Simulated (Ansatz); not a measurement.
Input, command and steps of an Ansatz relaxation.

```yaml
crystal:
  lattice:
    - [6.56386744, 0.0, 0.0]
    - [0.0, 6.56386744, 0.0]
    - [0.0, 0.0, 6.56386744]
  atoms:
    - { symbol: Mo, position: [0.5005309455, 0.0017320769, 0.0014971096] }
    - { symbol: Mo, position: [0.7507844177, 0.2454514821, 0.2521183171] }
    - { symbol: Mo, position: [0.2487440481, 0.2553344958, 0.753516405] }
    - { symbol: Mo, position: [0.4982856101, 0.501679333, 0.5001083176] }
    - { symbol: Ta, position: [0.9992175673, 0.0052474246, 0.0004167648] }
    - { symbol: Ta, position: [0.9993637023, 0.503253817, 0.0018041995] }
    - { symbol: Ta, position: [0.0026694134, 0.9970227753, 0.503223781] }
    - { symbol: Ta, position: [0.2570444424, 0.2482602621, 0.2562167648] }
    - { symbol: Ta, position: [0.5010973677, 0.4980911449, 0.9976528964] }
    - { symbol: Ta, position: [0.5011220053, 7.3509e-06, 0.496170935] }
    - { symbol: Ta, position: [0.9966233135, 0.4997249404, 0.5012753721] }
    - { symbol: Ta, position: [0.2452491677, 0.7462996153, 0.2500398142] }
    - { symbol: Ta, position: [0.7512215754, 0.7508740787, 0.2491541367] }
    - { symbol: Ta, position: [0.750018161, 0.2525820676, 0.7499689829] }
    - { symbol: Ta, position: [0.2480774392, 0.7539894111, 0.7479871288] }
    - { symbol: Ta, position: [0.7519919059, 0.7486765215, 0.7507039956] }
  symmetry: { detect: false }
basis:
  ecutwfc: 420
kpoints:
  mp_grid: { grid: [2, 2, 2], shift: [0.5, 0.5, 0.5] }
hamiltonian:
  xc: pbe
scf:
  occupations: { method: gaussian, width: 0.1 }
  lower_state_search: "off"
output:
  forces: true
  stress: true
  eigenvalues: true
relax:
  adjacent_minimum: "off"
  f_tol: 0.04
  max_steps: 50
  cell: { stress_tol: 0.3 }
```

```bash
ansatz run input.yaml --threads 4 --pin off --max-ram 9216MiB --backend cpu --events-out ev --progress --plain --runs-dir out
```

The calculation used DFT PBE, scalar-relativistic, plane waves, PAW in Ansatz 0.2.0.

Of 12 frames 10 are shown, positions in Å and forces in eV/Å; the SCF threshold varies from step to step. Steps run on the plane waves of an earlier cell, with a Pulay correction in the pressure. The basis is chosen afresh for the last frame, the zero of the energies, and can be on the way; energy and pressure step there, also at an unchanged geometry. The mark taken_back stands on steps that the optimiser undid.

```xyz
16
Lattice="6.5639 0.0000 0.0000 0.0000 6.5639 0.0000 0.0000 0.0000 6.5639" Properties=species:S:1:pos:R:3:forces:R:3 pbc="T T T" step=1 free_energy_over_end_meV_per_atom=43.19 pressure_GPa=1.41
Mo    3.2854    0.0114    0.0098    0.0670    0.4380    0.1030
Mo    4.9280    1.6111    1.6549   -0.5770    0.0010   -0.0990
Mo    1.6327    1.6760    4.9460    0.4260   -0.1470   -0.0670
Mo    3.2707    3.2930    3.2826    0.0700   -0.5280    0.1220
Ta    6.5587    0.0344    0.0027    0.0220    0.4640    0.0410
Ta    6.5597    3.3033    0.0118    0.0330   -0.7840    0.0090
Ta    0.0175    6.5443    3.3031   -0.0080    0.7540    0.0290
Ta    1.6872    1.6295    1.6818    0.8200    0.2000   -0.1450
Ta    3.2891    3.2694    6.5485   -0.1280   -0.7920    0.0240
Ta    3.2893    0.0000    3.2568    0.0130    0.7310    0.0160
Ta    6.5417    3.2801    3.2903    0.0850   -0.5780   -0.0240
Ta    1.6098    4.8986    1.6412    0.7070    0.0550    0.0080
Ta    4.9309    4.9286    1.6354   -0.5700    0.1340   -0.0930
Ta    4.9230    1.6579    4.9227   -0.7930    0.0660   -0.0300
Ta    1.6283    4.9491    4.9097    0.6830   -0.0140    0.0940
Ta    4.9360    4.9142    4.9275   -0.8500    0.0020    0.0140
16
Lattice="6.6273 -0.0084 -0.0110 -0.0084 6.6245 -0.0108 -0.0110 -0.0108 6.6210" Properties=species:S:1:pos:R:3:forces:R:3 pbc="T T T" step=2 free_energy_over_end_meV_per_atom=88.10 pressure_GPa=-0.97 taken_back
Mo    3.3300    0.1129    0.0249   -0.0510   -1.5890   -0.2350
Mo    4.8434    1.6331    1.6344    1.7170   -0.0090    0.0110
Mo    1.7371    1.6229    4.9623   -1.3690    0.0910   -0.0270
Mo    3.3145    3.1942    3.3320   -0.0750    1.5680   -0.2280
Ta    6.6191    0.1387    0.0000    0.0170   -1.3390   -0.0360
Ta    6.6274    3.1598   -0.0076    0.0300    1.1000   -0.0340
Ta    0.0075    6.7620    3.3274   -0.0400   -1.0550   -0.0750
Ta    1.8839    1.6935    1.6531   -2.5090   -0.0610    0.2550
Ta    3.2688    3.0976    6.5985    0.0840    2.2330   -0.1090
Ta    3.3219    0.1683    3.2853   -0.1180   -1.9070    0.2600
Ta    6.6073    3.1734    3.3021    0.0610    1.2490   -0.1580
Ta    1.7782    4.9399    1.6557   -1.0470   -0.0270    0.1070
Ta    4.8405    4.9825    1.6136    1.3340   -0.0520    0.1530
Ta    4.7792    1.6645    4.9517    1.9880   -0.0840    0.0830
Ta    1.7849    4.9979    4.9543   -1.2980   -0.1370    0.1150
Ta    4.7792    4.9330    4.9624    1.2750    0.0210   -0.0830
16
Lattice="6.5842 -0.0061 -0.0083 -0.0061 6.5830 -0.0072 -0.0083 -0.0072 6.6073" Properties=species:S:1:pos:R:3:forces:R:3 pbc="T T T" step=3 free_energy_over_end_meV_per_atom=20.18 pressure_GPa=-1.22
Mo    3.3004    0.0314    0.0152    0.0650    0.0470    0.0110
Mo    4.9079    1.6112    1.6395   -0.0980   -0.0260   -0.0420
Mo    1.6532    1.6505    4.9679    0.0030   -0.0990   -0.0910
Mo    3.2834    3.2595    3.3042   -0.0050    0.0480    0.0540
Ta    6.5808    0.0495   -0.0053   -0.0290   -0.0010   -0.0160
Ta    6.5832    3.2483   -0.0008    0.0590   -0.2340   -0.0180
Ta    0.0067    6.6231    3.3237    0.0080    0.2370    0.0220
Ta    1.7368    1.6539    1.6726    0.2980    0.1770   -0.0720
Ta    3.2692    3.2163    6.5857   -0.1130   -0.3770   -0.0040
Ta    3.2964    0.0559    3.2790   -0.0120    0.2980    0.1330
Ta    6.5618    3.2417    3.2962    0.0520   -0.0840   -0.0450
Ta    1.6698    4.9138    1.6565    0.1950   -0.0400    0.0280
Ta    4.9026    4.9471    1.6302   -0.0080    0.0760    0.0070
Ta    4.8746    1.6584    4.9523   -0.3390    0.0190   -0.0250
Ta    1.6759    4.9568    4.9402    0.1890   -0.0100    0.0600
Ta    4.8680    4.9123    4.9474   -0.2670   -0.0290   -0.0020
16
Lattice="6.5909 -0.0589 -0.0800 -0.0589 6.5805 -0.0702 -0.0800 -0.0702 6.5740" Properties=species:S:1:pos:R:3:forces:R:3 pbc="T T T" step=5 free_energy_over_end_meV_per_atom=9.85 pressure_GPa=0.22
Mo    3.3277   -0.0029   -0.0036    0.0450    0.0660    0.0750
Mo    4.8793    1.5351    1.5414   -0.0320   -0.0750   -0.1780
Mo    1.5562    1.5631    4.8889   -0.1050   -0.0860   -0.0090
Mo    3.2365    3.2496    3.2188    0.0820    0.0840    0.0620
Ta    6.5697   -0.0435   -0.0870   -0.0610   -0.1050   -0.0710
Ta    6.5809    3.1527   -0.1107    0.0040    0.1390   -0.0080
Ta   -0.0714    6.6362    3.2467    0.0860    0.0880    0.0370
Ta    1.7361    1.6651    1.6346   -0.2490    0.0270    0.1600
Ta    3.1442    3.0752    6.4763   -0.0220    0.2510   -0.0450
Ta    3.2445    0.0256    3.2533    0.0160   -0.3440    0.0140
Ta    6.5004    3.1560    3.1571   -0.0850   -0.0190   -0.0510
Ta    1.6435    4.8664    1.5922   -0.1380    0.0040   -0.0830
Ta    4.8814    4.9146    1.5310    0.0960   -0.0120    0.1290
Ta    4.7827    1.5952    4.8442    0.3640   -0.0270    0.0160
Ta    1.6115    4.9102    4.8872    0.0220    0.0620    0.1240
Ta    4.7347    4.7964    4.8137   -0.0220   -0.0550   -0.1740
16
Lattice="6.6454 -0.1192 -0.1698 -0.1192 6.6462 -0.1510 -0.1698 -0.1510 6.4791" Properties=species:S:1:pos:R:3:forces:R:3 pbc="T T T" step=6 free_energy_over_end_meV_per_atom=9.97 pressure_GPa=0.01 taken_back
Mo    3.3826   -0.0378   -0.0117   -0.2180    0.1070   -0.2950
Mo    4.8747    1.4456    1.3788   -0.0730    0.3380    0.2370
Mo    1.4603    1.5019    4.7806    0.1450   -0.1980    0.0940
Mo    3.2080    3.2647    3.0731   -0.0210   -0.4360    0.0470
Ta    6.5828   -0.1703   -0.1945    0.2470    0.4080   -0.1010
Ta    6.6041    3.1427   -0.2409    0.0700    0.3990    0.0360
Ta   -0.1323    6.7043    3.1250   -0.1050   -0.2560   -0.0410
Ta    1.6926    1.6773    1.5910    0.0470   -0.1590    0.1000
Ta    3.0479    3.0194    6.2920    0.0530   -0.0130   -0.0830
Ta    3.1987   -0.1038    3.1800    0.0350   -0.0700   -0.2170
Ta    6.4593    3.0926    2.9550   -0.0510   -0.2720   -0.0210
Ta    1.5471    4.8638    1.4734   -0.2660    0.1340   -0.1810
Ta    4.9222    4.9207    1.4226   -0.4190   -0.2050    0.0330
Ta    4.7801    1.5183    4.6696    0.2880   -0.0980    0.2020
Ta    1.5066    4.9042    4.7918    0.2080    0.1320   -0.1700
Ta    4.6612    4.7029    4.5583    0.0610    0.1880    0.3610
16
Lattice="6.6048 -0.0844 -0.1165 -0.0844 6.6027 -0.1037 -0.1165 -0.1037 6.5479" Properties=species:S:1:pos:R:3:forces:R:3 pbc="T T T" step=7 free_energy_over_end_meV_per_atom=2.94 pressure_GPa=-0.08
Mo    3.3402   -0.0004   -0.0092    0.0130    0.0390    0.0660
Mo    4.8605    1.5046    1.4646   -0.0830   -0.0240   -0.0110
Mo    1.5182    1.5245    4.8600   -0.0510   -0.0660   -0.1290
Mo    3.2245    3.2378    3.1762    0.0850    0.0310    0.0710
Ta    6.5655   -0.0938   -0.1357   -0.0350    0.0370   -0.0960
Ta    6.5828    3.1789   -0.1651    0.0140    0.0850    0.0320
Ta   -0.0912    6.6490    3.2048    0.0580    0.1220    0.0410
Ta    1.7003    1.6644    1.6341    0.0810    0.0850    0.0980
Ta    3.1036    3.0659    6.4085   -0.0760   -0.0620   -0.0720
Ta    3.2288   -0.0563    3.2225   -0.0520   -0.1230   -0.1070
Ta    6.4673    3.1200    3.0786   -0.0450   -0.2220   -0.0770
Ta    1.5746    4.8696    1.5335   -0.0470    0.0000   -0.0710
Ta    4.8876    4.9044    1.5016   -0.0510    0.0980    0.1360
Ta    4.8102    1.5495    4.7914    0.1610    0.0470    0.1350
Ta    1.5691    4.9134    4.8599    0.2010    0.0490    0.1040
Ta    4.7067    4.7546    4.7114   -0.1720   -0.0960   -0.1200
16
Lattice="6.6324 -0.1633 -0.1079 -0.1633 6.6167 -0.0901 -0.1079 -0.0901 6.5345" Properties=species:S:1:pos:R:3:forces:R:3 pbc="T T T" step=8 free_energy_over_end_meV_per_atom=8.94 pressure_GPa=-0.14 taken_back
Mo    3.3600   -0.0345    0.0109    0.0640    0.1280   -0.0630
Mo    4.8523    1.4515    1.4640   -0.0640    0.0610    0.1170
Mo    1.5013    1.5008    4.8242    0.1890    0.2410    0.2630
Mo    3.2275    3.2154    3.2071   -0.2770   -0.2090   -0.2720
Ta    6.5897   -0.1962   -0.1692    0.0750    0.2720    0.3270
Ta    6.5521    3.1787   -0.1121    0.1250   -0.2680   -0.1040
Ta   -0.1301    6.6839    3.2386   -0.2160   -0.3090   -0.2150
Ta    1.6845    1.6857    1.6753    0.0070   -0.3100   -0.4170
Ta    3.0542    3.0531    6.3722    0.2260   -0.0040    0.3220
Ta    3.2386   -0.1523    3.1679    0.0700    0.4350    0.3580
Ta    6.4297    3.0065    3.0528    0.1980    0.2380    0.2960
Ta    1.4710    4.8941    1.4915    0.2630   -0.0760    0.2450
Ta    4.8645    4.8647    1.5669   -0.2540   -0.1000   -0.4400
Ta    4.8888    1.5009    4.8589   -0.4700   -0.1570   -0.4130
Ta    1.5619    4.9344    4.8908   -0.2580   -0.2160   -0.3710
Ta    4.6579    4.6823    4.6760    0.3220    0.2720    0.3660
16
Lattice="6.6018 -0.1363 -0.1287 -0.1363 6.5889 -0.1249 -0.1287 -0.1249 6.5632" Properties=species:S:1:pos:R:3:forces:R:3 pbc="T T T" step=10 free_energy_over_end_meV_per_atom=0.20 pressure_GPa=0.04
Mo    3.3480   -0.0139   -0.0052    0.0210    0.0010    0.0050
Mo    4.8322    1.4644    1.4590   -0.0140   -0.0080   -0.0050
Mo    1.4918    1.4863    4.8407   -0.0150    0.0040    0.0170
Mo    3.2025    3.1911    3.1813   -0.0010    0.0200   -0.0210
Ta    6.5614   -0.1495   -0.1634    0.0010    0.0020    0.0090
Ta    6.5580    3.1601   -0.1688    0.0270   -0.0030    0.0290
Ta   -0.1416    6.6152    3.2016    0.0230    0.0120    0.0310
Ta    1.6785    1.6452    1.6356   -0.0140   -0.0130    0.0050
Ta    3.0491    3.0180    6.3949    0.0160    0.0080   -0.0220
Ta    3.2107   -0.1217    3.2055    0.0150   -0.0140    0.0210
Ta    6.4158    3.0203    3.0404   -0.0120    0.0220    0.0150
Ta    1.5094    4.8521    1.4976    0.0060   -0.0060   -0.0300
Ta    4.8388    4.8537    1.5001   -0.0230    0.0010   -0.0270
Ta    4.8195    1.4881    4.8174    0.0000   -0.0280   -0.0040
Ta    1.5389    4.8778    4.8632   -0.0260    0.0080   -0.0160
Ta    4.6585    4.6863    4.6865   -0.0040   -0.0050   -0.0070
16
Lattice="6.5992 -0.1270 -0.1339 -0.1270 6.5977 -0.1333 -0.1339 -0.1333 6.5596" Properties=species:S:1:pos:R:3:forces:R:3 pbc="T T T" step=11 free_energy_over_end_meV_per_atom=0.15 pressure_GPa=-0.03
Mo    3.3489   -0.0072   -0.0051    0.0070   -0.0190   -0.0310
Mo    4.8325    1.4723    1.4541    0.0130    0.0120    0.0180
Mo    1.4903    1.4868    4.8386    0.0070   -0.0030    0.0060
Mo    3.2074    3.2002    3.1692   -0.0200   -0.0120    0.0040
Ta    6.5600   -0.1418   -0.1637   -0.0190    0.0020   -0.0280
Ta    6.5640    3.1755   -0.1744   -0.0160   -0.0050   -0.0110
Ta   -0.1308    6.6253    3.1983   -0.0250   -0.0180   -0.0180
Ta    1.6784    1.6475    1.6327   -0.0130    0.0010    0.0040
Ta    3.0485    3.0151    6.3774   -0.0250   -0.0020   -0.0110
Ta    3.2019   -0.1258    3.2021    0.0080    0.0100   -0.0070
Ta    6.4101    3.0306    3.0291    0.0020   -0.0100   -0.0250
Ta    1.5169    4.8563    1.4871    0.0190    0.0240    0.0190
Ta    4.8370    4.8642    1.4794    0.0370    0.0130    0.0380
Ta    4.8178    1.4850    4.8073   -0.0030    0.0190   -0.0010
Ta    1.5351    4.8789    4.8481   -0.0010   -0.0020    0.0190
Ta    4.6602    4.6975    4.6752    0.0300   -0.0100    0.0240
16
Lattice="6.5992 -0.1270 -0.1339 -0.1270 6.5977 -0.1333 -0.1339 -0.1333 6.5596" Properties=species:S:1:pos:R:3:forces:R:3 pbc="T T T" step=12 free_energy_over_end_meV_per_atom=0.00 pressure_GPa=-0.02
Mo    3.3489   -0.0072   -0.0051    0.0070   -0.0190   -0.0310
Mo    4.8325    1.4723    1.4541    0.0130    0.0130    0.0180
Mo    1.4903    1.4868    4.8386    0.0070   -0.0030    0.0060
Mo    3.2074    3.2002    3.1692   -0.0200   -0.0120    0.0040
Ta    6.5600   -0.1418   -0.1637   -0.0190    0.0020   -0.0280
Ta    6.5640    3.1755   -0.1744   -0.0160   -0.0050   -0.0110
Ta   -0.1308    6.6253    3.1983   -0.0250   -0.0180   -0.0180
Ta    1.6784    1.6475    1.6327   -0.0130    0.0010    0.0040
Ta    3.0485    3.0151    6.3774   -0.0250   -0.0020   -0.0110
Ta    3.2019   -0.1258    3.2021    0.0080    0.0100   -0.0070
Ta    6.4101    3.0306    3.0291    0.0020   -0.0110   -0.0250
Ta    1.5169    4.8563    1.4871    0.0190    0.0240    0.0190
Ta    4.8370    4.8642    1.4794    0.0370    0.0130    0.0380
Ta    4.8178    1.4850    4.8073   -0.0030    0.0190   -0.0010
Ta    1.5351    4.8789    4.8481   -0.0010   -0.0020    0.0190
Ta    4.6602    4.6975    4.6752    0.0300   -0.0090    0.0240
```

The run took 52 s on 4 threads of Intel(R) Xeon(R) Platinum 8375C CPU @ 2.90GHz (Ice Lake) (shared host), peak memory 0.98 GiB.

The k mesh is coarse. Spin–orbit coupling is left out, which can shift energies with elements as heavy as these.